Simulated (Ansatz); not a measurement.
## Relaxing BeSi in the L10 type

First guess:

```
CELL_PARAMETERS angstrom
2.53851 0.00000 0.00000
0.00000 2.53851 0.00000
0.00000 0.00000 3.45238
ATOMIC_POSITIONS crystal
Be 0.00000 0.00000 0.00000
Si 0.50000 0.50000 0.50000
```

These are results of DFT, PBE, PAW with Ansatz's default frozen-core files, scalar-relativistic (Ansatz 0.2.0), not measurements.

Cell and atoms relax within the symmetry of the start on a 14×14×11 k mesh with 0.05 eV Fermi–Dirac smearing.

The start is built from a prototype, known or not as a phase of this compound; the cutoff is 420 eV.

(1) What is the pressure of the first guess?

(2) What does it relax to?

(3) How much energy does the relaxation release?

Answers

(1) 0.10 GPa.

(2) a = 2.556 Å, b = 2.556 Å, c = 3.420 Å, α = 90.00°, β = 90.00°, γ = 90.00° (conventional cell), 11.17 Å³ per atom:
```
CELL_PARAMETERS angstrom
2.55568 0.00000 0.00000
0.00000 2.55568 0.00000
0.00000 0.00000 3.41968
ATOMIC_POSITIONS crystal
Be 0.00000 0.00000 0.00000
Si 0.50000 0.50000 0.50000
```

(3) 1 meV/atom.
